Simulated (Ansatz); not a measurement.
**Profile along the Zn–O line in ZnO (wurtzite)**

ZnO (wurtzite)

```yaml
crystal:
  lattice:
    - [3.23518, 0.00000, 0.00000]
    - [-1.61759, 2.80175, 0.00000]
    - [0.00000, 0.00000, 5.21141]
  atoms:
    - { symbol: Zn, position: [0.66667, 0.33333, 0.00241] }
    - { symbol: Zn, position: [0.33333, 0.66667, 0.50241] }
    - { symbol: O, position: [0.66667, 0.33333, 0.62279] }
    - { symbol: O, position: [0.33333, 0.66667, 0.12279] }
```

Fields along a shortest Zn–O line of a (1 -1 0 0) plane (1.98 Å), from Zn to O, interpolated on the slice's grid (step about 0.2 Å). Method: r2SCAN (plane waves to 500 eV, PAW, scalar-relativistic; Ansatz, a quantum-chemistry and plane-wave program). k mesh 12×12×7. These are valence fields of a PAW run, semicore shells included where kept as valence: close to a nucleus they are smooth pseudo fields. ZnO was relaxed with its symmetry unable to fall.

```
distance from Zn (Å)  valence electron density (e/Å³)  electron localisation function  density of the highest valence band (e/Å³)  density of the lowest conduction band (e/Å³)
--------------------  -------------------------------  ------------------------------  ------------------------------------------  --------------------------------------------
0.00                                            46.66                               x                                       0.000                                         0.001
0.10                                            41.86                               x                                       0.001                                         0.000
0.20                                            30.32                               x                                       0.002                                         0.000
0.30                                            17.93                               x                                       0.006                                         0.004
0.40                                             9.15                               x                                       0.009                                         0.012
0.49                                             4.33                            0.03                                       0.009                                         0.022
0.59                                             2.09                            0.06                                       0.006                                         0.031
0.69                                             1.14                            0.09                                       0.004                                         0.035
0.79                                             0.75                            0.11                                       0.004                                         0.031
0.89                                             0.60                            0.16                                       0.009                                         0.024
0.99                                             0.60                            0.27                                       0.023                                         0.016
1.09                                             0.70                            0.44                                       0.048                                         0.011
1.19                                             0.93                            0.64                                       0.085                                         0.012
1.29                                             1.37                            0.80                                       0.139                                         0.026
1.39                                             2.11                            0.82                                       0.208                                         0.059
1.48                                             3.21                            0.82                                       0.268                                         0.111
1.58                                             4.54                               x                                       0.281                                         0.178
1.68                                             5.84                               x                                       0.247                                         0.248
1.78                                             6.83                               x                                       0.156                                         0.306
1.88                                             7.39                               x                                       0.049                                         0.342
1.98                                             7.54                               x                                       0.004                                         0.353
```

x: too close to a nucleus for the ELF to mean much. Band densities are of whole bands, smooth part only.

Density on the Zn–O line (1.98 Å) at its density minimum, 0.9 Å from Zn: 0.59 e/Å³. ELF at that point: 0.2. Element round which the density of the highest valence band (whole band, smooth part) is largest on this plane: O.
